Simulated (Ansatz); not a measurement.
MgZn$_{3}$O$_{4}$:
```xyz
32
Lattice="5.9520 3.4345 0.0000 -5.9520 3.4345 0.0000 -0.0024 0.0000 8.7900" Properties=species:S:1:pos:R:3 pbc="T T T"
Zn    -0.9849     1.7290     5.4932
Zn     3.9626     3.4245     7.6911
O     -0.9990     1.7070     7.6910
O      3.9656     3.4328     1.1690
Zn    -1.0040     1.7137     1.0993
Mg     3.9646     3.4411     3.2974
O     -0.9919     1.7221     3.2970
O      3.9723     3.4245     5.4258
Zn     1.9705     3.4343     5.4942
Zn     1.0016     1.7137     7.6907
O      1.9968     3.4295     7.6909
O      0.9966     1.7070     1.0990
Zn     1.9907     3.4418     1.0981
Zn     0.9825     1.7290     3.2968
O      1.9734     3.4470     3.2974
O      0.9896     1.7221     5.4930
Zn    -0.9863     5.1437     5.4946
Zn    -1.9931     3.4418     7.6919
O     -0.9982     5.1588     7.7621
O     -1.9992     3.4295     1.0991
Mg    -0.9965     5.1480     1.0985
Zn    -1.9729     3.4343     3.2958
O     -0.9818     5.1535     3.2257
O     -1.9758     3.4470     5.4926
Mg    -3.9670     3.4411     5.4927
Mg     0.9941     5.1480     7.6915
O     -3.9679     3.4328     7.6210
O      0.9958     5.1588     1.0279
Zn    -3.9650     3.4245     1.0990
Zn     0.9839     5.1437     3.2955
O     -3.9747     3.4245     3.3643
O      0.9795     5.1535     5.5643
```

Relaxed with r²SCAN. Special points in fractions of this cell's reciprocal vectors: Γ (0.000, 0.000, 0.000); C (0.333, 0.333, 0.000); C2 (-0.333, 0.667, 0.000); Y2 (-0.500, 0.500, 0.000); M2 (-0.500, 0.500, 0.500); D (-0.333, 0.667, 0.500); D2 (0.333, 0.333, 0.500); A (0.000, 0.000, 0.500); L2 (0.000, 0.500, 0.500); V2 (0.000, 0.500, 0.000).

Question: List the band energies nearest the valence-band maximum at these points for the program Ansatz at the r²SCAN level (PAW).

Answer: In eV from the valence-band maximum; about four levels below and three above (degenerate sets whole), none deeper than 8.9 eV; points with the same levels are listed once.

```tsv
k	below	above
Γ	-0.40 -0.38 -0.22 -0.19	1.87 5.05 5.08
C	-0.28 -0.28 -0.04 -0.04	4.59 4.71 4.86
Y2	-0.18 -0.16 -0.16 -0.16	4.16 4.16 5.93
M2	-0.49 -0.45 -0.41 -0.41	4.47 4.55 4.75
D	-0.45 -0.41 -0.38 -0.37	4.89 4.99 5.07
A	-0.44 -0.44 -0.42 -0.42	3.14 3.14 5.93
L2	-0.49 -0.46 -0.43 -0.41	4.47 4.62 4.66
V2	-0.49 -0.16 -0.16 0.00	4.06 4.28 5.88
```

The start of the workflow was typed in or built on a structure type; neither database checked (COD, Materials Project) lists it. Whether it is the stable phase at ambient conditions was not checked. The cell was relaxed with r²SCAN under the symmetry of its start; its stability against distortions is not shown here.

Potentials: the later of the program's two PAW sets.
